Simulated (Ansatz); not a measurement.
Cu3PdN:
```
Cu3PdN
1.0
    3.82001     0.00000     0.00000
    0.00000     3.82001     0.00000
    0.00000     0.00000     3.82001
Cu Pd N
3 1 1
Direct
  0.50000   0.00000   0.00000
  0.00000   0.50000   0.00000
  0.00000   0.00000   0.50000
  0.50000   0.50000   0.50000
  0.00000   0.00000   0.00000
```

Relaxed with PBEsol. Special points in fractions of this cell's reciprocal vectors: Γ (0.000, 0.000, 0.000); X (0.000, 0.500, 0.000); M (0.500, 0.500, 0.000); R (0.500, 0.500, 0.500).

**Question.** List the band energies nearest the Fermi level at these points for DFT-PBEsol with spin–orbit coupling in the program Ansatz with PAW potentials.

**Answer.** In eV from the Fermi level; about four levels below and three above (degenerate sets whole), none deeper than 8.9 eV; points with the same levels are listed once.

| k | below | above |
|---|---|---|
| Γ | -1.00 -1.00 -0.12 -0.12 | 4.36 4.36 4.69 4.69 4.69 4.69 |
| X | -1.76 -1.76 -1.15 -1.15 | 0.34 0.34 1.90 1.90 |
| M | -1.86 -1.86 -1.38 -1.38 | 0.08 0.08 3.37 3.37 |
| R | -1.13 -1.13 -1.13 -1.13 | 0.19 0.19 0.19 0.19 |

Space group Pm-3m (anti-perovskite). The workflow started from a Materials Project entry (that database holds measured and hypothetical structures alike); the Crystallography Open Database copy checked does not list it. Whether it is the stable phase at ambient conditions was not checked. The PBEsol relaxation kept the symmetry of its start; of distortions, only those at the zone centre were tested. No spin polarisation was allowed. A small band overlap can be real or an error of a semilocal functional.

Potentials: the earlier of the program's two PAW sets.
